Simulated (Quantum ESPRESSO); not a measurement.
Nb5InAgIr, one composition in several site orders

Computed values, not a measurement. The program is pw.x of Quantum ESPRESSO 7.5 (plane-wave density functional theory). The cell is made up: eight metal atoms on a hexagonal close-packed lattice, with elements, volume, strain and displacements drawn at random and not relaxed, so it may be unstable or far from any real phase. PseudoDojo standard norm-conserving files set the functional (PBE unless stated); there is no spin polarisation or spin-orbit coupling, the Fermi-Dirac width of 0.25 eV means electrons at about 2900 K, and the masses in the input are unused placeholders. Heavy elements are run without spin-orbit coupling, which real alloys of them have. A spin test at this wide smearing found no moment, but such smearing suppresses magnetism that the real alloy may have.

The runs put one composition on the sites in different orders. Cell, positions, cutoff, mesh and smearing stay as in the input of run 1; sites are counted in its order. Stress in the tables is positive in tension.

Input of run 1:

```
&control calculation='scf', pseudo_dir='./dojo.nc.sr.pbe.v0_5.standard.upf', outdir='./o', disk_io='minimal', tprnfor=.true., tstress=.true. /
&system ibrav=0, nat=8, ntyp=4, nbnd=73, ecutwfc=82.02448710, nosym=.true., tot_charge=0,
 occupations='smearing', smearing='fd', degauss=0.0183746611
/
&electrons conv_thr=1.470e-08, electron_maxstep=70, mixing_beta=0.5 /
ATOMIC_SPECIES
Ag 1.0 Ag.upf
In 1.0 In.upf
Ir 1.0 Ir.upf
Nb 1.0 Nb.upf
CELL_PARAMETERS angstrom
-2.8589 0.0 0.0
0.0 4.9518 -4.6898
0.0 -4.9518 -4.6898
ATOMIC_POSITIONS angstrom
Nb -0.0484 -0.1065 0.067
In 0.1553 1.6025 -2.2848
Nb -0.1351 -0.0813 -4.6662
Ag -0.0556 1.7863 -7.032
Nb -1.4041 -0.8989 -2.2368
Nb -1.2506 -2.4191 -4.7275
Nb -1.4862 -0.8179 -6.8984
Ir -1.3121 2.3048 -4.6827
K_POINTS automatic
8 4 4 1 1 1
```

| run | elements on sites 1 to 8 | free energy less that of run 1 (eV) | -TS (eV) | pressure (GPa) | stress xx (GPa) | stress yy (GPa) | stress zz (GPa) | stress yz (GPa) | stress xz (GPa) | stress xy (GPa) | iterations |
| --- | --- | --- | --- | --- | --- | --- | --- | --- | --- | --- | --- |
| 1 | Nb In Nb Ag Nb Nb Nb Ir | 0.000 | -1.504 | 19.41 | -19.04 | -20.39 | -18.80 | -2.31 | -0.73 | 2.67 | 21 |
| 2 | Nb Nb Ag Nb Nb Nb In Ir | -0.147 | -1.519 | 19.97 | -17.34 | -23.08 | -19.49 | 3.66 | 1.08 | -2.33 | 19 |
| 3 | Nb Nb Nb In Ag Nb Nb Ir | -0.365 | -1.493 | 19.39 | -18.06 | -19.09 | -21.02 | -1.71 | -0.24 | 2.52 | 20 |
| 4 | In Nb Nb Nb Nb Ag Nb Ir | -0.497 | -1.536 | 19.38 | -18.25 | -16.84 | -23.04 | 0.55 | -0.85 | -1.81 | 18 |
| 5 | In Nb Nb Nb Nb Ir Nb Ag | -0.620 | -1.530 | 19.50 | -17.36 | -18.04 | -23.10 | 0.47 | -0.23 | -0.97 | 19 |
| 6 | Ag Nb Ir Nb In Nb Nb Nb | -0.253 | -1.570 | 20.31 | -17.23 | -25.33 | -18.38 | 0.56 | -1.31 | 1.88 | 19 |

Forces Fx Fy Fz (eV/Å):

| site | run 1 | run 2 | run 3 | run 4 | run 5 | run 6 |
| --- | --- | --- | --- | --- | --- | --- |
| 1 | 0.48 -0.85 0.80 | -0.09 -0.70 0.36 | 0.36 -0.32 0.24 | 0.22 0.14 0.71 | 0.25 0.63 0.67 | 0.38 0.38 0.52 |
| 2 | -0.45 0.02 -1.29 | -0.14 -0.20 -1.33 | 0.13 -0.53 -2.01 | 0.04 -0.02 -1.42 | -0.04 -0.13 0.24 | 0.03 0.56 -0.68 |
| 3 | 0.55 1.60 0.49 | 1.21 1.38 0.78 | 0.36 2.09 1.57 | 0.72 1.85 0.85 | 0.60 -0.52 0.80 | 0.95 0.70 0.07 |
| 4 | 0.68 -1.86 -0.06 | 0.23 -1.21 1.17 | 0.78 -1.14 0.41 | 0.46 -1.10 0.70 | 0.42 -1.17 -1.27 | 0.28 -2.71 -0.22 |
| 5 | -0.10 0.40 0.21 | -0.10 0.78 -0.92 | -0.27 0.84 -0.32 | -0.01 0.58 -0.64 | -0.04 0.91 -1.08 | -0.24 2.24 -0.61 |
| 6 | -0.17 -1.00 1.23 | -0.43 -2.02 1.16 | -0.45 -1.29 0.42 | -0.90 -1.75 0.76 | -0.69 -0.79 0.48 | -0.43 -0.89 0.34 |
| 7 | -0.09 0.41 -1.78 | 0.10 0.49 -1.50 | -0.04 -0.19 -1.83 | 0.14 0.21 -1.53 | 0.26 -0.04 -0.80 | -0.61 0.62 -0.36 |
| 8 | -0.90 1.28 0.38 | -0.77 1.48 0.28 | -0.87 0.54 1.52 | -0.66 0.09 0.55 | -0.75 1.12 0.96 | -0.35 -0.90 0.95 |

The sites are displaced and not relaxed, so the energy differences mix bonding between neighbours with strain and are not ordering energies. A rerun of one cell of this series at a higher cutoff and on a denser mesh moved values by no more than 0.003 eV in energy, 0.09 GPa in stress and 0.009 eV/Å in force, and a second program with other atomic files agreed on that cell to 2 % rms in force and 0.5 GPa in pressure.